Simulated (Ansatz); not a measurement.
Here is the system:

HfO2 (fluorite)

```cif
data_Hf4O8
_chemical_formula_sum 'Hf4 O8'
_space_group_name_H-M_alt 'Fm-3m'
_space_group_IT_number 225
_space_group_name_Hall '-F 4 2 3'
_cell_length_a 5.09813
_cell_length_b 5.09813
_cell_length_c 5.09813
_cell_angle_alpha 90.000
_cell_angle_beta 90.000
_cell_angle_gamma 90.000
loop_
_atom_site_label
_atom_site_type_symbol
_atom_site_symmetry_multiplicity
_atom_site_Wyckoff_symbol
_atom_site_fract_x
_atom_site_fract_y
_atom_site_fract_z
_atom_site_occupancy
Hf1 Hf 4 a 0.00000 0.00000 0.00000 1
O1 O 8 c 0.25000 0.25000 0.25000 1
```
(The calculation used a cell of 3 atoms; values per cell refer to that cell.)

E(V) scan at fixed shape, V₀ the volume above. Symmetry pins the atoms to their sites.

Level of theory: PBE (plane waves to 420 eV, PAW, scalar-relativistic; Ansatz, a quantum-chemistry and plane-wave program). k mesh 11×11×11 (Γ-centred), Fermi-Dirac smearing 0.05 eV. The energy includes the smearing's −TS. Compression counts positive. HfO2 is run without spin polarisation. HfO2 was relaxed with its symmetry unable to fall. Spin-orbit coupling is left out, though Hf is heavy. The PAW data are Ansatz's earlier set. This is a high-temperature form of HfO2. The zero of ΔE is the relaxed starting cell.

The scan covers V/V₀ from 0.840 to 1.160 in 11 points.

### Question
What pressure does the cell carry at V/V₀ = 0.840?

### Answer
61.9 GPa.

### Question
What is ΔE at V/V₀ = 0.840?

### Answer
293.3 meV/atom.

### Question
What is ΔE at V/V₀ = 1.160?

### Answer
167.4 meV/atom.

(A scan under strain: stresses follow from slopes of the energy per volume, elastic moduli from its curvatures.)
